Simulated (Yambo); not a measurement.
Consider the following.

```xyz
5
Lattice="4.0474 0.0000 0.0000 0.0000 4.0474 0.0000 0.0000 0.0000 4.0474" Properties=species:S:1:pos:R:3 pbc="T T T"
F      0.0000     2.0237     2.0237
F      2.0237     0.0000     2.0237
F      2.0237     2.0237     0.0000
K      0.0000     0.0000     0.0000
Zn     2.0237     2.0237     2.0237
```

Workflow: norm-conserving PBEsol (Quantum ESPRESSO, 84 Ry, without SOC), then G0W0 in Yambo (4×4×4 Γ-centred k mesh, bands 5 to 134 and a 8 Ry block in the screening, 134 bands in G with the Bruneval-Gonze terminator, plasmon pole fitted at 27.2 eV).

Task: Give the PBEsol and G0W0 gaps between the band edges found on this mesh, and say where the edges lie.

Result: Edges: R → Γ. PBEsol: 3.84 eV; G0W0: 7.49 eV. Nearest settings tried, and what they do to the gap: 90 bands in W, 90 bands in G: +171 meV; 7 Ry block (171 vectors against 179): +1 meV; 2×2×2 mesh: +5 meV. So the settings aren't converged at that level. Oxides, nitrides and fluorides with a shallow 3d shell are known to need far more bands and larger blocks. The cell is held in this high symmetry; tilts and polar distortions were not searched.

Geometry of the Materials Project entry, not relaxed at this level.
